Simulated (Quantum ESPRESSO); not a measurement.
**Band energies of C**

```xyz
2
Lattice="2.1343 -1.2323 -0.0055 2.1343 1.2323 -0.0055 -1.3930 0.0000 3.3835" Properties=species:S:1:pos:R:3 pbc="T T T"
C      3.5572     0.0000    -0.0089
C     -0.6815     0.0000     3.3813
```

PBEsol (Quantum ESPRESSO, PseudoDojo norm-conserving, 82 Ry, no spin-orbit coupling); path ΓYFLI,I1ZF1,YX1,XΓN,MΓ; energies in eV from the valence-band maximum.

```csv
k (1/Å),point,band 1,band 2,band 3,band 4,band 5,band 6,band 7
0.00,Γ,-19.58,-6.56,-2.90,-2.90,4.06,8.49,8.50
1.07,,-17.53,-8.11,-6.07,-5.21,6.92,8.09,10.76
1.93,Y,-14.09,-13.15,-6.36,-2.64,1.36,7.32,13.05
2.21,,-15.06,-12.09,-6.26,-2.80,1.93,7.41,11.15
2.35,F,-15.66,-11.36,-6.14,-2.98,2.57,7.52,9.84
3.41,,-14.26,-13.13,-6.31,-2.22,2.14,7.67,11.66
3.63,L,-14.20,-13.22,-6.30,-1.97,2.02,7.71,11.77
4.51,,-12.59,-12.36,-10.53,-0.54,0.59,10.31,13.35
4.63,I,-13.22,-11.88,-10.25,-1.33,1.25,10.51,13.20
4.63,I1,-13.22,-11.88,-10.25,-1.33,1.25,10.51,13.20
5.45,,-17.88,-6.78,-6.74,-5.57,7.76,9.57,11.24
6.18,Z,-19.29,-8.51,-2.92,-2.92,8.44,8.45,10.22
6.59,,-18.83,-7.94,-4.61,-3.78,8.46,10.17,10.29
7.61,,-14.16,-13.12,-6.34,-2.65,1.77,7.42,12.17
7.92,F1,-15.66,-11.36,-6.14,-2.98,2.57,7.52,9.84
7.92,Y,-14.09,-13.15,-6.36,-2.64,1.36,7.32,13.05
8.46,X1,-13.41,-12.51,-9.08,-1.65,1.20,10.94,11.25
8.46,X,-13.41,-12.51,-9.08,-1.65,1.20,10.94,11.25
8.56,,-13.13,-12.33,-9.79,-1.25,1.03,10.87,11.80
9.57,,-17.36,-7.99,-6.64,-4.10,5.77,6.80,10.51
10.47,Γ,-19.58,-6.56,-2.90,-2.90,4.06,8.49,8.50
10.56,,-19.56,-6.55,-2.98,-2.95,4.11,8.51,8.59
11.60,,-16.55,-9.98,-5.85,-4.23,4.01,7.62,9.82
12.07,N,-14.09,-13.14,-6.36,-2.66,1.33,7.32,13.09
12.07,M,-14.20,-13.23,-6.31,-1.94,2.06,7.71,11.72
12.47,,-16.40,-10.42,-5.89,-3.42,4.19,7.86,8.63
13.57,Γ,-19.58,-6.56,-2.90,-2.90,4.06,8.49,8.50
```

The PBEsol gap is direct, 0.18 eV at 78 % of the way from L to I.

Geometry relaxed with PBE+D3(BJ).

This is not the ordinary phase of the substance; no match was found in the copy of COD used, and its stability was not checked.
